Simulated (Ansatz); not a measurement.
Mg3SnO:
```yaml
crystal:
  lattice:
    - [4.39132, 0.00000, 0.00000]
    - [0.00000, 4.39132, 0.00000]
    - [0.00000, 0.00000, 4.39132]
  atoms:
    - { symbol: Sn, position: [0.00000, 0.00000, 0.00000] }
    - { symbol: O, position: [0.50000, 0.50000, 0.50000] }
    - { symbol: Mg, position: [0.50000, 0.50000, 0.00000] }
    - { symbol: Mg, position: [0.50000, 0.00000, 0.50000] }
    - { symbol: Mg, position: [0.00000, 0.50000, 0.50000] }
```

Relaxed with PBE. Special points in fractions of this cell's reciprocal vectors: Γ (0.000, 0.000, 0.000); X (0.000, 0.500, 0.000); M (0.500, 0.500, 0.000); R (0.500, 0.500, 0.500).

### Question
List the band energies nearest the Fermi level at these points for PBE with spin–orbit coupling (plane waves, PAW; program Ansatz).

### Answer
In eV from the Fermi level; about four levels below and three above (degenerate sets whole), none deeper than 8.9 eV; points with the same levels are listed once.

```csv
k,below,above
Γ,-0.23 -0.23 -0.23 -0.23,0.61 0.61 0.61 0.61
X,-0.64 -0.64 -0.39 -0.39,1.85 1.85 2.98 2.98
M,-2.43 -2.43 -0.63 -0.63,0.55 0.55 2.59 2.59
R,-3.28 -3.28 -3.28 -3.28,1.53 1.53 1.53 1.53 1.54 1.54
```

Space group Pm-3m (anti-perovskite). The start of the workflow was typed in or built on a structure type; neither database checked (COD, Materials Project) lists it. Whether it is the stable phase at ambient conditions was not checked. Symmetry was held in the PBE relaxation; whether a distortion lowers the energy is not shown.

Potentials: the later of the program's two PAW sets.
